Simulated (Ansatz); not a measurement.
SrScHO2:
```
CELL_PARAMETERS angstrom
      4.11296     0.00000     0.00000
      0.00000     4.11296     0.00000
      0.00000     0.00000     3.83722
ATOMIC_POSITIONS crystal
  Sr 0.50000 0.50000 0.50000
  Sc 0.00000 0.00000 0.00000
  O  0.50000 0.00000 0.00000
  O  0.00000 0.50000 0.00000
  H  0.00000 0.00000 0.50000
```

Relaxed with r²SCAN.

**Question.** Give the Bader charges and basin volumes of the independent atoms, r²SCAN in the plane-wave PAW code Ansatz.

**Answer.** 

| atom | Bader charge (e) | Bader volume (Å³) |
|---|---|---|
| Sr1 | +1.60 | 17.2 |
| Sc2 | +1.98 | 8.6 |
| O3 | -1.45 | 14.9 |
| H5 | -0.70 | 9.2 |

Space group P4/mmm. The start of the workflow was typed in or built on a structure type; neither database checked (COD, Materials Project) lists it. Whether it is the stable phase at ambient conditions was not checked. The cell was relaxed with r²SCAN under the symmetry of its start; whether a distortion lowers the energy is not shown. No spin polarisation was allowed.

Potentials: the earlier of the program's two PAW sets.
